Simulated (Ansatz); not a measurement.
Be (bcc (W type), space group No. 229) under volume change, plane-wave PAW r²SCAN (Ansatz code), scaled uniformly.

```json
[
 {"V (Å³/atom)": "7.112", "E − E(relaxed) (meV/atom)": "28.4", "P (GPa)": "13.85"},
 {"V (Å³/atom)": "7.346", "E − E(relaxed) (meV/atom)": "12.1", "P (GPa)": "8.62"},
 {"V (Å³/atom)": "7.581", "E − E(relaxed) (meV/atom)": "2.9", "P (GPa)": "4.04"},
 {"V (Å³/atom)": "7.815", "E − E(relaxed) (meV/atom)": "0.0", "P (GPa)": "0.02"},
 {"V (Å³/atom)": "8.049", "E − E(relaxed) (meV/atom)": "2.6", "P (GPa)": "-3.52"},
 {"V (Å³/atom)": "8.284", "E − E(relaxed) (meV/atom)": "10.1", "P (GPa)": "-6.61"},
 {"V (Å³/atom)": "8.518", "E − E(relaxed) (meV/atom)": "21.7", "P (GPa)": "-9.27"}
]
```

What does a third-order Birch–Murnaghan fit give for V₀, B₀ and B′?

V₀ = 7.82 Å³/atom, B₀ = 125 GPa, B′ = 3.4.

Space group Im-3m (bcc (W type)). The workflow started from a Materials Project entry (that database holds measured and hypothetical structures alike); the Crystallography Open Database copy checked does not list it. It is not the phase usual at ambient conditions (space group No. 194). The cell was relaxed with r²SCAN under the symmetry of its start; its stability against distortions is not shown here.

Potentials: the later of the program's two PAW sets.
